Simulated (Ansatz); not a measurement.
Ta5Ga3B:
```xyz
18
Lattice="7.7338 0.0000 0.0000 -3.8669 6.6977 0.0000 0.0000 0.0000 5.3072" Properties=species:S:1:pos:R:3 pbc="T T T"
Ta    -2.9281     5.0716     3.9804
Ta    -0.9388     1.6261     1.3268
Ta     1.8776     0.0000     1.3268
Ta     5.8562     0.0000     3.9804
Ta     0.9388     1.6261     3.9804
Ta     2.9281     5.0716     1.3268
Ta     3.8669     2.2326     2.6536
Ta     0.0000     4.4651     2.6536
Ta     0.0000     4.4651     0.0000
Ta     3.8669     2.2326     0.0000
Ga    -1.5540     2.6916     3.9804
Ga    -2.3129     4.0061     1.3268
Ga     4.6258     0.0000     1.3268
Ga     3.1080     0.0000     3.9804
Ga     2.3129     4.0061     3.9804
Ga     1.5540     2.6916     1.3268
B      0.0000     0.0000     2.6536
B      0.0000     0.0000     0.0000
```

Relaxed with r²SCAN. Special points in fractions of this cell's reciprocal vectors: Γ (0.000, 0.000, 0.000); M (0.500, 0.000, 0.000); K (0.333, 0.333, 0.000); A (0.000, 0.000, 0.500); L (0.500, 0.000, 0.500); H (0.333, 0.333, 0.500).

Question: List the band energies nearest the Fermi level at these points for r²SCAN (plane waves, PAW; program Ansatz).

Answer: In eV from the Fermi level; about four levels below and three above (degenerate sets whole), none deeper than 8.9 eV; points with the same levels are listed once.

```
k                                below                          above
-  -----------------------------------  -----------------------------
Γ              -0.54 -0.46 -0.46 -0.22                 0.74 0.74 1.34
M              -1.26 -1.22 -0.57 -0.50                 0.03 0.27 0.48
K        -1.61 -1.61 -1.43 -1.02 -0.57            0.16 0.16 0.26 0.26
A  -0.86 -0.86 -0.86 -0.86 -0.82 -0.82  0.03 0.03 1.78 1.78 1.78 1.78
L              -0.43 -0.43 -0.08 -0.08            0.16 0.16 0.75 0.75
H  -0.37 -0.37 -0.37 -0.37 -0.27 -0.27  1.17 1.17 1.29 1.29 1.29 1.29
```

Space group P6_3/mcm. The workflow started from a Materials Project entry (that database holds measured and hypothetical structures alike); the Crystallography Open Database copy checked does not list it. Whether it is the stable phase at ambient conditions was not checked. The r²SCAN relaxation kept the symmetry of its start; whether a distortion lowers the energy is not shown. The run is not spin-polarised. Spin–orbit coupling is left out wherever it is not named.

Potentials: the later of the program's two PAW sets.
